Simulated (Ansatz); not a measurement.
Put MgBeTe₃ in P4/mmm (No. 123): Mg on 1a; Be on 1d; Te on 2h and 1b.

These are results of Ansatz, DFT PBE, scalar-relativistic, plane waves, PAW, not measurements. Cutoff 420 eV, Γ-centred mesh, Gaussian smearing, no spin polarisation.

The zero of energy is the elements' standard structures at the same level; no fitted shifts are applied.

Question: Predict the relaxed structure.

Answer:

Space group P4/mmm (No. 123). a = 3.764 Å, b = 3.764 Å, c = 8.436 Å, α = 90.00°, β = 90.00°, γ = 90.00°
```tsv
atom	site	symmetry	x	y	z
Mg	1a	4/mmm	0.0000	0.0000	0.0000
Be	1d	4/mmm	0.5000	0.5000	0.5000
Te	2h	4mm	0.5000	0.5000	0.8083
Te	1b	4/mmm	0.0000	0.0000	0.5000
```

Mg is surrounded by 8 Te at 3.11 Å; Be is surrounded by 6 Te at 2.60–2.66 Å; Te on a site of symmetry 4mm has 1 Be at 2.60 Å and 4 Mg at 3.11 Å; Te on a site of symmetry 4/mmm is surrounded by 4 Be at 2.66 Å. Another local minimum with the same sites may exist.

Question: Where does its energy lie, and is it a metal?

Answer: The formation energy is −0.09 eV/atom and the gap on the 10×10×6 mesh of the 5-atom cell is 0 eV (a metal).

The last run used Gaussian smearing of 0.10 eV. These runs have no spin–orbit coupling, which can matter for Te. The reference form of Te is held partly by dispersion forces, which this level lacks. Symmetry constrained the relaxation, so the result can be a saddle point. Another cell of MgBeTe3 relaxed alike, in Cm, lies 99 meV/atom lower, so this cell isn't the stable form at this level.
